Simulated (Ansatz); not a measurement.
# Magnetic states of Na5CoSO2

```yaml
crystal:
  lattice:
    - [9.19540, 0.00000, 0.00000]
    - [0.00000, 4.59770, 0.00000]
    - [0.00000, 0.00000, 8.05550]
  atoms:
    - { symbol: Na, position: [0.00000, 0.00000, 0.50000] }
    - { symbol: Na, position: [0.00000, 0.50000, 0.25580] }
    - { symbol: Na, position: [0.25000, 0.00000, 0.25580] }
    - { symbol: Na, position: [0.00000, 0.50000, 0.74420] }
    - { symbol: Na, position: [0.25000, 0.00000, 0.74420] }
    - { symbol: Co, position: [0.00000, 0.00000, 0.00000] }
    - { symbol: S, position: [0.25000, 0.50000, 0.50000] }
    - { symbol: O, position: [0.00000, 0.00000, 0.21870] }
    - { symbol: O, position: [0.00000, 0.00000, 0.78130] }
    - { symbol: Na, position: [0.50000, 0.00000, 0.50000] }
    - { symbol: Na, position: [0.50000, 0.50000, 0.25580] }
    - { symbol: Na, position: [0.75000, 0.00000, 0.25580] }
    - { symbol: Na, position: [0.50000, 0.50000, 0.74420] }
    - { symbol: Na, position: [0.75000, 0.00000, 0.74420] }
    - { symbol: Co, position: [0.50000, 0.00000, 0.00000] }
    - { symbol: S, position: [0.75000, 0.50000, 0.50000] }
    - { symbol: O, position: [0.50000, 0.00000, 0.21870] }
    - { symbol: O, position: [0.50000, 0.00000, 0.78130] }
```

Method: r2SCAN with U_eff = 3.0 eV on Co d (all-electron-ortho-atomic projectors) in Ansatz 0.2.0, PAW datasets, plane waves to 500 eV, 3×6×3 Γ-centred mesh, fermi-dirac occupations of width 0.050 eV. The atoms are fixed and numbered as listed; spin is collinear, without spin-orbit coupling.

Different starts of the self-consistent cycle ended in different solutions. Their moments in μB:

| state | Co6 | Co15 | other atoms together | size of the net moment a cell |
| --- | --- | --- | --- | --- |
| A | 0.00 | 0.00 | 0.00 | 0.00 |
| B | 1.74 | 1.74 | 0.20 | 4.00 |
| C | 1.76 | -1.76 | 0.00 | 0.00 |

Site moments are taken in small spheres that don't touch (radius about 0.4 of the atom's shortest bond), so those of the magnetic atoms read low, and they needn't add up to the net moment. State A was run without spin polarisation.

Which state has the lowest energy at zero smearing, and how far up are the others?

State C (antiparallel, compensated) comes first by a margin too small to trust; B (parallel moments) lies 0.5 meV above it, A (without moments) lies 262 meV above it, all counted an atom of the cell. The two lowest differ by only 4.6 meV for each atom with a column above, which mesh or functional could overturn.

Which states have a gap on the mesh, and what pressure does each exert on this cell?

A: gap 1.27 eV, -1.2 GPa; B: gap 1.87 eV, -0.2 GPa; C: gap 2.24 eV, -0.2 GPa (positive in compression).

How much does the cell gain by forming moments?

262 meV an atom of the cell, or 2355 meV for each Co atom, against state A, which has none. A run without spin would miss this and give wrong energies and forces. That state isn't the paramagnet, which keeps its moments, so this is no ordering energy, and a U raises it further by its penalty on part-filled orbitals.

The cell is that of a Crystallography Open Database entry, unchanged but doubled along one cell vector so that moments can oppose.

Caveats: only orders that fit this cell and collinear spins were tried, so the true order may need a larger cell or canted moments; atoms and cell are not relaxed, and each state would relax in its own way; the U is a value in common use, not computed for this crystal; one start a pattern, so a lower state of the same pattern may exist; the atoms stand off equilibrium, with forces up to 0.6 eV/Å.
